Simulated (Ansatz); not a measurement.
## Profile along the B–B line in TiB2 (AlB2 type, space group P6/mmm)

TiB2 (AlB2 type, space group P6/mmm)

Space group P6/mmm (No. 191); a = b = 3.0320 Å, c = 3.2244 Å, α = β = 90.00°, γ = 120.00°

```csv
atom,site,symmetry,x,y,z
Ti,1a,6/mmm,0.0000,0.0000,0.0000
B,2d,-6m2,0.3333,0.6667,0.5000
```

Fields along a shortest B–B line of a (0001) plane (1.75 Å), from B to B, interpolated on the slice's grid (step about 0.2 Å). Method: PBE (plane waves to 420 eV, PAW, scalar-relativistic; Ansatz, a program for electronic structure). k mesh 18×18×14. Inside the PAW spheres the values are not all-electron values, and peaks at nuclei hang on which shells count as valence. TiB2 is run without spin polarisation. TiB2 was relaxed with its symmetry unable to fall.

```csv
distance from B (Å),valence electron density (e/Å³),electron localisation function
0.00,0.23,x
0.18,0.40,x
0.35,0.71,x
0.53,0.85,0.61
0.70,0.84,0.82
0.88,0.81,0.86
1.05,0.84,0.83
1.23,0.85,0.60
1.40,0.71,x
1.57,0.39,x
1.75,0.25,x
```

x: too close to a nucleus for the ELF to mean much.

Density on the B–B line (1.75 Å) at its midpoint: 0.81 e/Å³. ELF at that point: 0.9. ELF maximum in the middle third of the B–B line: 0.86, 0.9 Å from B.
